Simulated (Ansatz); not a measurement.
Ca$_{2}$H$_{6}$Os:
```yaml
crystal:
  lattice:
    - [0.00000, 3.60857, 3.60857]
    - [3.60857, 0.00000, 3.60857]
    - [3.60857, 3.60857, 0.00000]
  atoms:
    - { symbol: Ca, position: [0.25000, 0.25000, 0.25000] }
    - { symbol: Ca, position: [0.75000, 0.75000, 0.75000] }
    - { symbol: H, position: [0.76245, 0.23755, 0.23755] }
    - { symbol: H, position: [0.23755, 0.76245, 0.76245] }
    - { symbol: H, position: [0.23755, 0.76245, 0.23755] }
    - { symbol: H, position: [0.76245, 0.23755, 0.76245] }
    - { symbol: H, position: [0.23755, 0.23755, 0.76245] }
    - { symbol: H, position: [0.76245, 0.76245, 0.23755] }
    - { symbol: Os, position: [0.00000, 0.00000, 0.00000] }
```

Relaxed with HSE06. Special points in fractions of this cell's reciprocal vectors: Γ (0.000, 0.000, 0.000); X (0.500, 0.000, 0.500); U (0.625, 0.250, 0.625); K (0.375, 0.375, 0.750); L (0.500, 0.500, 0.500); W (0.500, 0.250, 0.750).

Task: List the band energies nearest the valence-band maximum at these points for HSE06 (plane waves, PAW; program Ansatz).

Result: In eV from the valence-band maximum; about four levels below and three above (degenerate sets whole), none deeper than 8.9 eV; points with the same levels are listed once.

```json
[
 {"k": "Γ", "below": "-2.18 -2.18 -2.18 -0.21 -0.21 -0.21", "above": "6.01 6.01 6.20"},
 {"k": "X", "below": "-1.93 -1.93 -0.81 -0.01 -0.01", "above": "3.99 5.01 6.13"},
 {"k": "U", "below": "-1.59 -0.44 -0.07 -0.03", "above": "4.33 5.37 5.78"},
 {"k": "L", "below": "-1.39 -1.39 -0.38 -0.15 -0.15", "above": "5.38 5.86 5.86"},
 {"k": "W", "below": "-1.76 -0.22 -0.22 0.00", "above": "4.48 5.53 5.53"}
]
```

Space group Fm-3m. The workflow started from a Materials Project entry (that database holds measured and hypothetical structures alike); the Crystallography Open Database copy checked does not list it. Whether it is the stable phase at ambient conditions was not checked. The cell was relaxed with HSE06 under the symmetry of its start; whether a distortion lowers the energy is not shown. No spin polarisation was allowed. The hybrid was solved on a coarse mesh, the path and, where they were found, the r²SCAN edge points; its band edges are the extreme levels among these. Scalar-relativistic: spin–orbit coupling is off unless named, which matters more the heavier the elements.

Potentials: the later of the program's two PAW sets.
